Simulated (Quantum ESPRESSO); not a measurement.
## Calculated data, AlSiAsO$_{6}$ (made-up cell)

All values are calculated (Quantum ESPRESSO 7.5). Calculation on a made-up crystal cell, not a measurement, with one named mistake planted (healthy values lack it): periodic Kohn-Sham density functional theory in plane waves with PseudoDojo standard norm-conserving scalar-relativistic pseudopotentials, each functional with its own files (v0.5 for PBE, v0.4.1 for LDA and PBEsol), no spin polarisation, no spin-orbit coupling, atoms not relaxed, stress positive in tension, energies less a fixed whole-eV offset for each atom's element; levels are Kohn-Sham levels at fractions of this cell's reciprocal vectors, counted from the reference band (half the neutral cell's valence electrons, rounded up) at Gamma; error bars cover cutoff and k-mesh only, not smearing or the files; each bar is the largest change over components, and at least 0.002 eV, 0.002 eV per angstrom or 0.02 GPa; a charged cell sits in a uniform background, with energy and stress on this program's zero of potential; no dispersion term; energies are for the whole cell, and the offsets were chosen from early runs and are not element reference energies; a distance is the largest change of any value in units of its error bar (the energy's for the smearing term), a scale change is of lengths, and a coarse mesh keeps the half-step shift; machines and their load varied, so run times do not measure scaling.

```yaml
- formula: AlSiAsO6
  kind: "made-up cell"
  intended_structure:
    cell_angstrom: [[4.9874, 0.0, 0.0], [-2.4937, 4.3192, 0.0], [0.0, 0.0, 5.4742]]
    atoms_fractional:
      - [Si, 0.48753, 0.00773, 0.66629]
      - [As, -0.00819, 0.4652, 0.32871]
      - [Al, 0.52923, 0.52771, 0.00186]
      - [O, 0.40119, 0.27144, 0.79699]
      - [O, 0.74076, 0.16112, 0.46062]
      - [O, 0.84949, 0.5918, 0.11607]
      - [O, 0.29863, 0.43966, 0.21497]
      - [O, 0.1611, 0.73303, 0.54841]
      - [O, 0.59186, 0.86467, 0.87898]
  given:
    lattice_type: quartz
    intended_functional: pbe
    "intended_cutoff [eV]": 1143
    "intended_fermi_dirac_smearing [eV]": 0.025
    "intended_scf_tolerance [eV]": 1.0e-07
    intended_electrons_removed: 0
    "healthy_free_energy_less_offsets [eV]": 9.655
    healthy_scf_iterations: 11
    "healthy_smearing_term_minus_ts [eV]": 0.0
    "healthy_pressure [GPa]": 21.87
    "healthy_stress_xx [GPa]": -18.27
    "healthy_stress_yy [GPa]": -20.26
    "healthy_stress_zz [GPa]": -27.08
    "healthy_stress_yz [GPa]": 5.04
    "healthy_stress_xz [GPa]": 2.93
    "healthy_stress_xy [GPa]": -9.41
    healthy_reference_band: 29
    fault_kind: "wrong charge"
    fault_electrons_removed: 1
    faulty_run_command: "mpirun -np 4 pw.x -nk 4 -in in"
    faulty_run_processor: "AMD EPYC, Zen 5 class, virtual cores"
    intended_k_mesh: "5 x 5 x 4, shifted by half a step"
    structure_shown: "as intended, without the mistake"
    atom_site: [1, 2, 3, 4, 5, 6, 7, 8, 9]
    "atom_energy_offset [eV]": [-115, -2887, -64, -452, -452, -452, -452, -452, -452]
    healthy_force_site: [1, 2, 3, 4, 5, 6, 7, 8, 9]
    "healthy_force_x [eV/angstrom]": [-3.784, 4.048, -0.153, 2.251, -0.018, 4.928, -6.432, -0.632, -0.208]
    "healthy_force_y [eV/angstrom]": [0.728, 4.28, 3.371, -5.943, -3.331, 1.125, -2.567, 0.63, 1.707]
    "healthy_force_z [eV/angstrom]": [4.78, -2.912, -4.384, -5.959, -0.057, 1.988, 6.959, 0.431, -0.846]
    healthy_level_k_point: [Gamma, "(1/2,1/2,1/2)", "(0.15,0,0)", "(0,0.15,0)", "(0,0,0.15)"]
    "healthy_next_band_up [eV]": [3.699, 4.686, 3.974, 3.934, 3.858]
  results:
    "faulty_free_energy_less_offsets [eV]": 6.543
    faulty_scf_iterations: 14
    "faulty_smearing_term_minus_ts [eV]": -0.01747
    "faulty_pressure [GPa]": 8.936
    "faulty_stress_xx [GPa]": -5.051
    "faulty_stress_yy [GPa]": -6.856
    "faulty_stress_zz [GPa]": -14.9
    "faulty_stress_yz [GPa]": 4.697
    "faulty_stress_xz [GPa]": 2.829
    "faulty_stress_xy [GPa]": -8.213
    faulty_force_site: [1, 2, 3, 4, 5, 6, 7, 8, 9]
    "faulty_force_x [eV/angstrom]": [-3.543, 3.399, 0.3271, 1.809, -0.2703, 4.766, -6.007, -0.3171, -0.1635]
    "faulty_force_y [eV/angstrom]": [0.3134, 4.158, 3.739, -5.784, -3.427, 1.106, -2.563, 0.8938, 1.563]
    "faulty_force_z [eV/angstrom]": [2.092, -2.56, -2.825, -5.617, 0.4429, 1.655, 6.547, 0.7918, -0.5273]
    faulty_reference_band: 29
    faulty_level_k_point: [Gamma, "(1/2,1/2,1/2)", "(0.15,0,0)", "(0,0.15,0)", "(0,0,0.15)"]
    "faulty_next_band_up [eV]": [5.049, 6.016, 5.309, 5.273, 5.198]
    other_mistakes_compared: 7
    "distance_from_healthy [error bars]": 1344.0
    "distance_from_nearest_other_mistake [error bars]": 1211.0
    "healthy_error_bar_energy [eV]": 0.003752
    "healthy_error_bar_stress [GPa]": 0.02
    "healthy_error_bar_force [eV/angstrom]": 0.002
    "healthy_error_bar_next_band_up [eV]": 0.002
    "faulty_wall_time_of_scf_and_band_steps_on_a_shared_machine [s]": 70.3
```
